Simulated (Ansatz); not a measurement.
**Ti2C3N6: field gradients at two levels of theory**

Cell: a Materials Project structure (computed, not necessarily an observed phase), atoms as given.

```cif
data_Ti2C3N6
_symmetry_space_group_name_H-M 'C2/c'
_symmetry_Int_Tables_number 15
_cell_length_a 9.7770
_cell_length_b 5.6489
_cell_length_c 10.2128
_cell_angle_alpha 90.000
_cell_angle_beta 108.667
_cell_angle_gamma 90.000
loop_
_atom_site_label
_atom_site_type_symbol
_atom_site_symmetry_multiplicity
_atom_site_Wyckoff_symbol
_atom_site_fract_x
_atom_site_fract_y
_atom_site_fract_z
Ti Ti 8 f 0.4162 0.7489 0.4999
C5 C 8 f 0.3421 0.0921 0.2503
C6 C 4 e 0.5000 0.5657 0.2500
N11 N 8 f 0.4008 0.0502 0.3739
N12 N 8 f 0.5117 0.5607 0.3737
N13 N 8 f 0.7116 0.1392 0.3735
```

One atom of each set is listed; the run and its k-mesh use a cell of 22 atoms with edges of 5.65, 5.65, 10.21 Å.

First run. Computed with Ansatz: DFT, PBE, plane waves and PAW, scalar-relativistic, collinear spin, 420 eV cutoff, Γ-centred 7×7×4 k-points, Fermi–Dirac smearing 0.05 eV. Start moments as typed (μB): 1 on each Ti, none on the rest.

```tsv
site	V_zz (10²¹ V/m²)	η	m (μB)
Ti	-1.57	0.14	0.65
C5	-3.18	0.40	0.03
C6	-3.18	0.40	0.03
N11	1.48	0.72	-0.02
N12	1.52	0.72	-0.02
N13	1.55	0.70	-0.02
```

Second run. The same atoms and settings, except that the functional is r2SCAN and the cutoff is 500 eV.

Question: Given the first result, estimate the second.

Answer: 

```json
{"site": "Ti", "V_zz": "-2.20", "η": "0.83", "change of V_zz": "–", "m (μB)": "0.68"}
{"site": "C5", "V_zz": "-3.63", "η": "0.35", "change of V_zz": "-0.45", "m (μB)": "0.04"}
{"site": "C6", "V_zz": "-3.65", "η": "0.38", "change of V_zz": "-0.47", "m (μB)": "0.04"}
{"site": "N11", "V_zz": "1.73", "η": "0.77", "change of V_zz": "+0.25", "m (μB)": "-0.02"}
{"site": "N12", "V_zz": "1.69", "η": "0.75", "change of V_zz": "+0.17", "m (μB)": "-0.02"}
{"site": "N13", "V_zz": "1.71", "η": "0.71", "change of V_zz": "+0.16", "m (μB)": "-0.02"}
```

The largest change of V_zz along a kept axis is on C6, from -3.18 to -3.65. The whole tensor moves most on Ti, by 2.69 along its most changed direction. In per cent, |V_zz| changes by +14 to +15 on C (all sites that start above 2). On Ti the largest principal value lies along another axis in the second run, so the two V_zz can't be compared directly. The absolute magnetisation of the cell goes from 4.7 to 5.0 μB.

The run finds no gap above 0.1 eV (a metal, or nearly one), so the gradients can move by 10 % or more with the k-mesh. Semilocal functionals can leave a metal where correlation in the d or f shell opens a gap in the real compound, and that would change the values at and beside Ti. All moments are parallel here, as the start or the cell imposes; many such compounds order antiparallel, where fields and spin densities carried over to other atoms largely cancel. The magnetic order is the one that the run reached from its start moments, not necessarily the measured one (the real compound may not order at all).
For the second run: At this cell the r2SCAN pressure is -4 GPa (principal stresses up to 9 GPa in size), so with r2SCAN the cell would shrink if it were relaxed. The entry's cell may itself be off. The largest force is 0.8 eV/Å, so the atoms aren't at the calculated equilibrium and relaxing them would move these values. The program didn't check the stability of this electronic state in full, so a lower one may lie near.
